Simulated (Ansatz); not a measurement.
FeBiO3:
```yaml
crystal:
  lattice:
    - [4.72734, 2.85200, 0.00000]
    - [-4.72734, 2.85200, 0.00000]
    - [-3.41016, 0.00000, 4.54013]
  atoms:
    - { symbol: Bi, position: [0.60178, 0.10177, 0.25622] }
    - { symbol: Fe, position: [0.79541, 0.79541, 0.00000] }
    - { symbol: O, position: [0.03616, 0.96041, 0.30158] }
    - { symbol: O, position: [0.96041, 0.03616, 0.69842] }
    - { symbol: O, position: [0.48264, 0.98264, 0.81802] }
    - { symbol: Bi, position: [0.10177, 0.60178, 0.74378] }
    - { symbol: Fe, position: [0.29541, 0.29541, 0.50000] }
    - { symbol: O, position: [0.46041, 0.53615, 0.72583] }
    - { symbol: O, position: [0.53615, 0.46041, 0.27417] }
    - { symbol: O, position: [0.98264, 0.48264, 0.18198] }
```
The run is spin-polarised; directions of the spins, atom by atom: 0 ↑ 0 0 0 0 ↓ 0 0 0.

Relaxed with PBEsol. Special points in fractions of this cell's reciprocal vectors: Γ (0.000, 0.000, 0.000); C (0.392, 0.392, 0.000); C2 (-0.392, 0.608, 0.000); Y2 (-0.500, 0.500, 0.000); M2 (-0.500, 0.500, 0.500); D (-0.250, 0.750, 0.500); D2 (0.250, 0.250, 0.500); A (0.000, 0.000, 0.500); L2 (0.000, 0.500, 0.500); V2 (0.000, 0.500, 0.000).

**Question.** List the band energies nearest the valence-band maximum at these points for the program Ansatz at the PBEsol level (PAW).

**Answer.** In eV from the valence-band maximum; about four levels below and three above (degenerate sets whole), none deeper than 8.9 eV; points with the same levels are listed once.

```json
[
 {"k": "Γ ↑", "below": "-1.62 -1.33 -0.47 -0.39", "above": "0.97 1.01 1.03"},
 {"k": "C ↑", "below": "-1.26 -1.17 -0.36 -0.33", "above": "1.05 1.13 1.25"},
 {"k": "Y2 ↑", "below": "-1.22 -1.10 -0.57 -0.51", "above": "1.05 1.16 1.24"},
 {"k": "M2 ↑", "below": "-1.63 -1.27 -0.43 -0.16", "above": "1.05 1.09 1.49"},
 {"k": "D ↑", "below": "-1.65 -1.33 -0.84 -0.25", "above": "1.11 1.17 1.26"},
 {"k": "A ↑", "below": "-1.58 -1.16 -0.55 -0.19", "above": "1.19 1.26 1.34"},
 {"k": "L2 ↑", "below": "-1.58 -1.51 -0.73 -0.37", "above": "1.00 1.18 1.28"},
 {"k": "V2 ↑", "below": "-1.64 -1.06 -0.19 0.00", "above": "0.84 1.15 1.31"}
]
```

Space group Ima2. The start of the workflow was typed in or built on a structure type; neither database checked (COD, Materials Project) lists it. It is not the phase usual at ambient conditions (space group No. 161). Symmetry was held in the PBEsol relaxation, as lowered by the spin order; whether a distortion lowers the energy is not shown. The final state is antiferromagnetic, chosen from 5 collinear starts compared on coarse meshes (ties went to the first, and starts can fall back to one state), not a proven ground state. No Hubbard U is applied. Point labels and valley counts follow the cell and symmetry of the run, lower than the named group. Spin–orbit coupling is left out wherever it is not named.

Potentials: the earlier of the program's two PAW sets. The files were generated under PBE; for other functionals the program regenerates the frozen cores, and for LDA and PBEsol the local potential too.
